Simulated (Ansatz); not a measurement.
**CaPb3: computed property card**

CaPb$_{3}$:
```xyz
4
Lattice="4.9168 0.0000 0.0000 0.0000 4.9168 0.0000 0.0000 0.0000 4.9168" Properties=species:S:1:pos:R:3 pbc="T T T"
Ca     0.0000     0.0000     0.0000
Pb     0.0000     2.4584     2.4584
Pb     2.4584     0.0000     2.4584
Pb     2.4584     2.4584     0.0000
```

Space group Pm-3m (No. 221), Cu3Au type; conventional cell a = b = c = 4.917 Å, α = β = γ = 90.00°.

Method: r²SCAN (plane waves, PAW; program Ansatz). The cell and atoms are relaxed at this level. Other levels are named where they apply.

Cell and energy:

- Volume per atom = 29.72 Å³
- Density = 9.24 g/cm³
- Formation energy from the elements (no fitted shifts) = -0.40 eV/atom

Electronic structure:

- Electronic character: metallic (no gap)
- Density of states at the Fermi level: 0.13 states/eV per atom (mean over ±0.08 eV)

The workflow started from a Materials Project entry (that database holds measured and hypothetical structures alike); the Crystallography Open Database files this formula in space group No. 221, but the cells were not matched. Whether it is the stable phase at ambient conditions was not checked. The r²SCAN relaxation kept the symmetry of its start; whether a distortion lowers the energy is not shown. The references are the lowest solids computed at this level, not always the standard phases. Spin–orbit coupling is left out wherever it is not named.

Potentials: the later of the program's two PAW sets.
